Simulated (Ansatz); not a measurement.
Nb₄N₃:
```
CELL_PARAMETERS angstrom
     -2.18100     2.18100     4.28992
      2.18100    -2.18100     4.28992
      2.18100     2.18100    -4.28992
ATOMIC_POSITIONS crystal
  Nb 0.00000 0.50000 0.50000
  Nb 0.50000 0.00000 0.50000
  Nb 0.74693 0.74693 0.00000
  Nb 0.25307 0.25307 0.00000
  N  0.25000 0.75000 0.50000
  N  0.75000 0.25000 0.50000
  N  0.00000 0.00000 0.00000
```

This is the PBEsol-relaxed structure. Tensor components refer to the Cartesian frame of this cell.

Task: All from PBEsol (plane waves, PAW; program Ansatz), unless another level is named. Predict the highest zone-centre frequency.

Result: 619 cm⁻¹.

Task: And the Poisson's ratio?

Result: 0.28.

Task: And the elastic constants (relaxed ions, GPa)?

Result: C11 = 671, C12 = 106, C13 = 139, C33 = 623, C44 = 102, C66 = 124.

Space group I4/mmm. The first step of the workflow began from a Materials Project structure, measured or hypothetical; the Crystallography Open Database copy checked does not list it. Its standing as an ambient phase is unchecked. Symmetry was held in the PBEsol relaxation; of distortions, only those at the zone centre were tested. No spin polarisation was allowed. With an odd number of electrons in the cell and no spin polarisation, the count alone makes it a metal. As this level gives no gap, shear constants depend on the k-mesh and smearing (Fermi–Dirac, 0.1 eV here). As this level gives no gap, phonon frequencies hold no LO–TO term and depend on the k-mesh and smearing (Fermi–Dirac, 0.1 eV here).

Potentials: the later of the program's two PAW sets.
